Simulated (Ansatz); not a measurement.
Theory: DFT PBE, scalar-relativistic, plane waves, PAW in Ansatz. All cells share a 420 eV cutoff and Γ-centred k meshes spaced about 0.3 Å⁻¹ or finer (0.25 for metals, 2π included). No spin polarisation.

Temperature and zero-point effects are left out.

Two relaxed structures of Be2ZnTe5:

A.

```cif
data_structure
_symmetry_space_group_name_H-M 'I4/m'
_symmetry_Int_Tables_number 87
_cell_length_a 7.8670
_cell_length_b 7.8670
_cell_length_c 6.6044
_cell_angle_alpha 90.000
_cell_angle_beta 90.000
_cell_angle_gamma 90.000
_cell_volume 408.74
loop_
_atom_site_label
_atom_site_type_symbol
_atom_site_symmetry_multiplicity
_atom_site_Wyckoff_symbol
_atom_site_fract_x
_atom_site_fract_y
_atom_site_fract_z
_atom_site_occupancy
Be1 Be 4 d 0.00000 0.50000 0.25000 1
Zn1 Zn 2 b 0.00000 0.00000 0.50000 1
Te1 Te 8 h 0.32510 0.84882 0.50000 1
Te2 Te 2 a 0.00000 0.00000 0.00000 1
```

B.

```cif
data_structure
_symmetry_space_group_name_H-M 'P3m1'
_symmetry_Int_Tables_number 156
_cell_length_a 4.0843
_cell_length_b 4.0843
_cell_length_c 15.0091
_cell_angle_alpha 90.000
_cell_angle_beta 90.000
_cell_angle_gamma 120.000
_cell_volume 216.83
loop_
_atom_site_label
_atom_site_type_symbol
_atom_site_symmetry_multiplicity
_atom_site_Wyckoff_symbol
_atom_site_fract_x
_atom_site_fract_y
_atom_site_fract_z
_atom_site_occupancy
Be1 Be 1 a 0.00000 0.00000 0.19712 1
Be2 Be 1 c 0.66667 0.33333 0.65906 1
Zn1 Zn 1 b 0.33333 0.66667 0.42494 1
Te1 Te 1 a 0.00000 0.00000 0.03040 1
Te2 Te 1 b 0.33333 0.66667 0.24675 1
Te3 Te 1 c 0.66667 0.33333 0.49556 1
Te4 Te 1 a 0.00000 0.00000 0.71188 1
Te5 Te 1 b 0.33333 0.66667 0.89529 1
```

Question: Which form is favoured at zero pressure, and by what margin per atom?

Answer: A is lower, by 69 meV/atom. A has space group I4/m (No. 87), 25.5 Å³/atom and a gap of 0.31 eV on its mesh; B has space group P3m1 (No. 156), 27.1 Å³/atom and no gap. Counting Te atoms around Be and Zn (those within 1.25 times the shortest such distance or 1.15 times the sum of covalent radii, 1.27 where that leaves under three; a plus sign parts nearer from farther groups), A has Be 4, Zn 4+2 and B has Be 4, Zn 4. Both come from trial cells of a structure search.

Weakly bound directions are ill-defined at this level, which has no dispersion term (P3m1), and this can change margins and order among such cells. These runs have no spin–orbit coupling, which can matter for Te. Kohn–Sham gaps at this level usually fall short of measured ones. The missing spin–orbit coupling can work the other way here. Small gaps are read on the mesh alone, and bands can cross between its points. With atoms moved at random, A (by 10 meV/atom) fell into a lower structure. B had no clear such test and can be a saddle point.
